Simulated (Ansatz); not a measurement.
Values for one crystal, relaxed and computed with plane-wave PAW r²SCAN (Ansatz code); other levels are named.

| Property | Result |
|---|---|
| Volume per atom | 22.96 Å³ |
| Electronic character | metallic (no gap) |
| Formation energy from the elements (no fitted shifts) | -1.03 eV/atom |
| Density of states at the Fermi level | 0.39 states/eV per atom (mean over ±0.08 eV) |

Which compound is it?
A) Ti2Te2P, R-3m (Ti on 6c, Te on 6c, P on 3a)
B) CoPdO2, R-3m (Pd on 3a, Co on 3b, O on 6c)
C) ZrPRu, Pnma (Zr on 4c, P on 4c, Ru on 4c)
D) TiPOs, P-62m (Ti on 3g, P on 2c, P on 1b, Os on 3f)

A, Ti2Te2P, R-3m (Ti on 6c, Te on 6c, P on 3a)

The workflow started from a Materials Project entry (that database holds measured and hypothetical structures alike); the Crystallography Open Database copy checked does not list it. Its standing as an ambient phase is unchecked. Symmetry was held in the r²SCAN relaxation; whether a distortion lowers the energy is not shown. The run is not spin-polarised. A crystal of weakly bound layers computed without a dispersion correction: the cell and the soft elastic constants depend strongly on that. With an odd number of electrons in the cell and no spin polarisation, the count alone makes it a metal. The references are the lowest solids computed at this level, not always the standard phases. Scalar-relativistic: spin–orbit coupling is off unless named, which matters more the heavier the elements.

Potentials: the later of the program's two PAW sets.
